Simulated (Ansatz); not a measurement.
**NiH3: rattling a relaxed structure**

It was reached by relaxing an invented guess, and it needn't be the stable form of this composition.

The calculation used DFT PBE, scalar-relativistic, plane waves, PAW in Ansatz. Settings: cutoff 420 eV, Γ-centred mesh 18×18×10 on the computed 4-atom cell, Gaussian smearing of 0.10 eV; no spin polarisation.

The cell below (4 atoms, space group P-3m1 (No. 164)) is relaxed within its symmetry.

```cif
data_structure
_symmetry_space_group_name_H-M 'P 1'
_symmetry_Int_Tables_number 1
_cell_length_a 2.7088
_cell_length_b 2.7088
_cell_length_c 3.4011
_cell_angle_alpha 90.000
_cell_angle_beta 90.000
_cell_angle_gamma 120.000
_cell_volume 21.61
loop_
_atom_site_label
_atom_site_type_symbol
_atom_site_fract_x
_atom_site_fract_y
_atom_site_fract_z
_atom_site_occupancy
Ni1 Ni 0.00000 0.00000 0.00000 1
H1 H 0.33333 0.66667 0.19770 1
H2 H 0.66667 0.33333 0.80230 1
H3 H 0.00000 0.00000 0.50000 1
```

For the test a repeat of it with 8 atoms (edges 2.71, 3.40, 4.69 Å) was strained at random (σ = 1.5 % a component), the atoms were moved at random (σ = 0.05 Å), and all was relaxed again on a coarse 8×6×6 mesh (in the run’s order of axes) with 0.20 eV smearing, with no symmetry imposed.

Trial moments died out on the coarse mesh, so the last step has no spin; another magnetic start might hold.

Problem. Does it come back?

Solution. It returns, within 1 meV/atom of the unmoved cell on that mesh and with the same symmetry when read at 0.1 Å (C2/m at 0.01 Å, so small strains and shifts remain). No instability shows in this cell; modes of other wave vectors, which need another repeat, aren't tested.
